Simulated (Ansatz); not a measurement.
# Equation of state of LuPd from a dense series

```yaml
crystal:
  lattice:
    - [3.41500, 0.00000, 0.00000]
    - [0.00000, 3.41500, 0.00000]
    - [0.00000, 0.00000, 3.41500]
  atoms:
    - { symbol: Lu, position: [0.00000, 0.00000, 0.00000] }
    - { symbol: Pd, position: [0.50000, 0.50000, 0.50000] }
```

Atom numbers follow the list: Lu1, Pd2.

The cell is COD entry 1538201, as deposited and not checked against the literature; nothing was relaxed.

Spin polarisation is left out, and whether a magnetic state lies lower isn't shown here.

No spin–orbit coupling, which matters for the heavy atoms here.

Level of theory: DFT, PBEsol, all-electron LAPW, scalar-relativistic in Ansatz 0.2.0.

The runs use a Γ-centred 10×10×10 k mesh, Fermi–Dirac smearing of 0.05 eV, basis error target 0.5 meV/atom, no spin polarisation.

The cell is scaled evenly. Fractional coordinates are held (clamped ions).

```csv
V (Å³/atom),P (GPa)
19.117,2.33
19.515,-0.06
19.714,-1.16
19.913,-2.20
20.112,-3.18
20.312,-4.11
20.710,-5.82
21.108,-7.35
```

Task: Fit a third-order Birch–Murnaghan curve to the pressures.

Result: P = (3B0/2)(y^(7/2) − y^(5/2))[1 + (3/4)(B0′ − 4)(y − 1)] with y = (V0/V)^(2/3) fits within 0.01 GPa for V0 = 19.504 Å³/atom, B0 = 111.0 GPa and B0′ = 4.48.

Task: Predict the pressure at the withheld volume, 18.718 Å³/atom.

Result: There y = 1.0278, so the fit gives 5.01 GPa; the run gave 5.01 GPa.
